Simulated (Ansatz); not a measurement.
**K2YTlF6: kick along a soft mode, then relaxed**

Computed with Ansatz 0.2.0, DFT PBEsol, scalar-relativistic, plane waves, PAW. Cutoff 420 eV, Γ-centred 4×4×4 k-points, Gaussian smearing of 0.05 eV. Spin–orbit coupling is left out, which can shift energies with elements as heavy as these. No spin polarisation. Energies are free energies at this smearing, counted from the undisturbed cell; pressure is positive in compression.

Zero of the scan (relaxed at this level; it needn't be the usual structure):

```yaml
crystal:
  lattice:
    - [0.00000, 4.74185, 4.74185]
    - [4.74185, 0.00000, 4.74185]
    - [4.74185, 4.74185, 0.00000]
  atoms:
    - { symbol: K, position: [0.75000, 0.75000, 0.75000] }
    - { symbol: K, position: [0.25000, 0.25000, 0.25000] }
    - { symbol: Y, position: [0.00000, 0.00000, 0.00000] }
    - { symbol: Tl, position: [0.50000, 0.50000, 0.50000] }
    - { symbol: F, position: [0.77353, 0.22647, 0.22647] }
    - { symbol: F, position: [0.22647, 0.22647, 0.77353] }
    - { symbol: F, position: [0.22647, 0.77353, 0.77353] }
    - { symbol: F, position: [0.22647, 0.77353, 0.22647] }
    - { symbol: F, position: [0.77353, 0.22647, 0.77353] }
    - { symbol: F, position: [0.77353, 0.77353, 0.22647] }
```

The atoms are moved along a zone-centre mode of 85i cm⁻¹ (Å):

| atom | ux | uy | uz |
| --- | --- | --- | --- |
| K1 | 0.106 | 0.106 | 0.000 |
| K2 | 0.106 | 0.106 | 0.000 |
| Y3 | -0.017 | -0.017 | 0.000 |
| Tl4 | 0.003 | 0.003 | 0.000 |
| F5 | -0.019 | -0.087 | 0.000 |
| F6 | -0.087 | -0.087 | 0.000 |
| F7 | -0.019 | -0.087 | 0.000 |
| F8 | -0.087 | -0.019 | 0.000 |
| F9 | -0.087 | -0.019 | 0.000 |
| F10 | -0.087 | -0.087 | 0.000 |

Cell and atoms are then relaxed.

Problem. Does the relaxation return to the undisturbed structure?

Solution. No. It ends 37.5 meV/atom below it. The final space group reads Imm2 (tolerance 0.01 Å) and the volume changes by 5.66 %.

Final structure:

```xyz
10
Lattice="0.3679 4.8832 4.7512 4.8832 0.3679 4.7512 5.2511 5.2511 0.0000" Properties=species:S:1:pos:R:3 pbc="T T T"
K     8.4827    8.4827    6.8820
K     3.2316    3.2316    2.6204
Y     5.1190    5.1190    0.0000
Tl    5.3384    5.3384    4.7512
F     2.3756    4.5425    4.7512
F     5.0474    5.0474    2.1555
F     7.8364    5.2823    4.7512
F     4.5425    2.3756    4.7512
F     5.2823    7.8364    4.7512
F     5.0474    5.0474    7.3469
```

The relaxation, step by step (energy from the first step; small jumps at an unchanged geometry come where the plane waves are selected anew for the new cell):

```
step  ΔE (meV/atom) largest force component (eV/Å) pressure (GPa)
   1            0.0                           0.104           -0.03
   2           -3.9                           0.108            0.02
   3           -9.6                           0.127           -0.05
   4          -16.9                           0.139           -0.16
   5          -24.7                           0.114            0.04
   6          -26.0                           0.076           -0.02
   7          -26.9                           0.035           -0.06
   8          -27.2                           0.023            0.00
   9          -27.4                           0.018           -0.01
  10          -27.4                           0.007           -0.01
  11          -31.2                           0.007            0.28
  12          -31.9                           0.037            0.01
  13          -31.8                           0.017            0.00
  14          -31.8                           0.018            0.00
  15          -31.7                           0.065            0.08
  16          -31.8                           0.003            0.00
  17          -33.3                           0.003            0.06
  18          -33.3                           0.007            0.03
  19          -33.2                           0.003            0.00
  20          -33.7                           0.003            0.01
```

Cost: 1 run of about 6.1 core-minutes, on Arm Neoverse V2 (shared hosts).